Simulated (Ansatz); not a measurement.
TaOs₃ (Cu3Au type, Pm-3m), plane-wave PAW PBE (Ansatz code), all energies at zero smearing, with the estimated change up to a 700 eV cutoff added, with one set of potentials and settings (totals compare only within such a set). Cell of 4 atoms (1 Ta, 3 Os): -44086.414 eV.

| element | reference phase | E (eV/atom) |
|---|---|---|
| Ta | Im-3m, 1 atoms in the cell | -9932.2522 |
| Os | P6_3/mmc, 2 atoms in the cell | -11384.5491 |

Formation energy per atom, worked out: (-44086.414 − 1×(-9932.2522) − 3×(-11384.5491))/4 = -0.129 eV/atom (-12 kJ per mol of atoms), at 0 K, without zero-point energy or fitted corrections.

The workflow started from a Materials Project entry (that database holds measured and hypothetical structures alike); the Crystallography Open Database copy checked does not list it. With Ta and Os taken as one species the cell has the higher symmetry Fm-3m, so it may be an ordered model of a mixed-site phase. Whether it is the stable phase at ambient conditions was not checked. The PBE relaxation kept the symmetry of its start; whether a distortion lowers the energy is not shown. No spin polarisation was allowed. The references are the lowest solids computed at this level, not always the standard phases. Spin–orbit coupling is left out wherever it is not named.

Potentials: the later of the program's two PAW sets.
